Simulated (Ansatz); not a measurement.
# Single point on LaC

This is artificial LaC in the CsCl structure, strained and with atoms displaced.

Level of theory: DFT, PBE, all-electron full-potential LAPW, scalar-relativistic, point nucleus (Ansatz). Brillouin zone: 2×2×2 (shift 0.5, 0.5, 0.5 mesh steps), Fermi–Dirac smearing of 0.15 eV; a denser mesh would shift the values. For a metal, stress, forces and moments on so few k-points can be far from the converged ones. The run is spin-unpolarised. The cell's electron count is odd, so a run with spin could end lower. Atoms are numbered as listed.

```
La C
1.0
     3.20658   -0.00878    0.06539
    -0.00878    2.99252   -0.00004
     0.06539   -0.00004    2.92832
La C
1 1
Cartesian
  1.5756 1.1344 0.9537
  3.1416 2.5163 2.3404
```

Question: Predict the output of the run.

Answer: 
Forces (eV/Å): La1 (-0.192, -0.517, -0.460); C2 (0.192, 0.517, 0.460).

Stress tensor (GPa, compression positive):
```
15.63  1.38 -5.36
 1.38 25.34  0.85
-5.36  0.85 30.48
```

```yaml
All-electron_free_energy_E_−_TS_its_zero_hangs_on_the_relativistic_scheme_and_nucleus: -232153.356 eV
Pressure: 23.82 GPa
Largest_force: 0.718 eV/Å
```

Question: Repeat with r2SCAN by all-electron PAW datasets generated for the cell without frozen cores, scalar-relativistic, point nucleus.

Answer: Relative to PBE, the pressure increases by 2.12 GPa to 25.94 GPa, and the forces move by 0.023 eV/Å (r.m.s. over the atoms).

| atom | Fx (eV/Å) | Fy (eV/Å) | Fz (eV/Å) |
| --- | --- | --- | --- |
| La1 | -0.172 | -0.509 | -0.453 |
| C2 | 0.172 | 0.509 | 0.453 |

Question: Repeat with LDA (PW92) by all-electron full-potential LAPW, scalar-relativistic, point nucleus.

Answer: Compared with PBE, the pressure decreases by 10.04 GPa to 13.78 GPa, and the forces move by 0.041 eV/Å (r.m.s. over the atoms).

Forces in eV/Å:
```
La1  -0.175 -0.489 -0.436
C2    0.175  0.489  0.436
```
